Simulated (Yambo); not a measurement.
## How GW settings move the gap: Cs2SiF6

G0W0@PBEsol for Cs$_{2}$SiF$_{6}$ (space group Fm-3m, No. 225) in Yambo. Reference settings: 2×2×2 Γ-centred k mesh, 317 bands and a 8 Ry block in the screening, 317 bands in G with the Bruneval-Gonze terminator, plasmon pole fitted at 27.2 eV. The PBEsol gap Γ → Γ on this mesh is 7.26 eV; G0W0 gaps are taken between the same points.

```csv
change from the reference,G0W0 gap Γ → Γ (eV),shift of the valence edge (eV),rough Yambo cost
reference settings,11.04,-2.70,1
"117 bands in W, 117 bands in G",11.22,-2.60,about 1/2
3 Ry block,11.33,-3.08,within a factor of two
no random integration,10.85,-2.37,–
"117 bands in G, no terminator",10.72,-2.08,–
```

The reference isn't shown to be the converged limit. Costs are rough (shared machines), scaled to the same edge states, and given only for runs that recompute the screening.

Geometry of the Materials Project entry, not relaxed at this level; primitive cell a = b = c = 6.2425 Å, α = β = γ = 60.00°.

A shift is the quasiparticle energy of the state minus its PBEsol energy.
